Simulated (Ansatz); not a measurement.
Computed properties of SnO (litharge sites, P4/nmm)

All numbers come from Ansatz. The calculation is non-magnetic, and the structure need not be a phase that has been made.

The cell is a 4-atom cell of SnO built on the litharge structure (relaxed group P4/nmm); cell and atoms were relaxed with r2SCAN+rVV10. Space group P4/nmm (No. 129), tetragonal; conventional cell a = 3.793 Å, c = 4.758 Å, 17.11 Å³ an atom. Around Sn lie 4 O at 2.22 Å; around O lie 4 Sn at 2.22 Å.

```yaml
crystal:
  lattice:
    - [3.79259, 0.00000, 0.00000]
    - [0.00000, 3.79259, 0.00000]
    - [0.00000, 0.00000, 4.75839]
  atoms:
    - { symbol: Sn, position: [0.00000, 0.50000, 0.24103] }
    - { symbol: Sn, position: [0.50000, 0.00000, 0.75897] }
    - { symbol: O, position: [0.50000, 0.50000, 0.00000] }
    - { symbol: O, position: [0.00000, 0.00000, 0.00000] }
```

Band edges at fixed r2SCAN+rVV10 geometry:
```csv
level,k mesh,gap (eV),kind,edges,least direct gap (eV)
PBE,6×6×6,none (overlap 0.08),–,–,–
PBE+SOC,6×6×6,none (overlap 0.09),–,–,–
r2SCAN,6×6×6,0.02,indirect,Γ → M,2.21
HSE06,4×4×4,0.24,indirect,Γ → M,2.57
```
All runs use a smearing of 0.02 eV.
Wave cutoffs: 420 eV, 500 eV (r2SCAN).
Points off the special ones are mesh points or PBE's searched band edges, reused at the other levels.

The HSE06 gap is indirect, 0.24 eV (Γ to M), below the direct gap of 2.57 eV at M. PBE+SOC gives no gap: the lowest nominally empty band dips 0.09 eV below the top of the last filled one (its bottom at M, the top at M–Γ (0.90 of the way from M)), so the cell is a metal or semimetal at this level.

The levels disagree on the kind of gap: indirect with r2SCAN, HSE06; no gap with PBE, PBE+SOC.

Only the levels marked +SOC include spin-orbit coupling.

The meshes of the hybrids are coarse, so their gaps aren't converged to the digits shown.
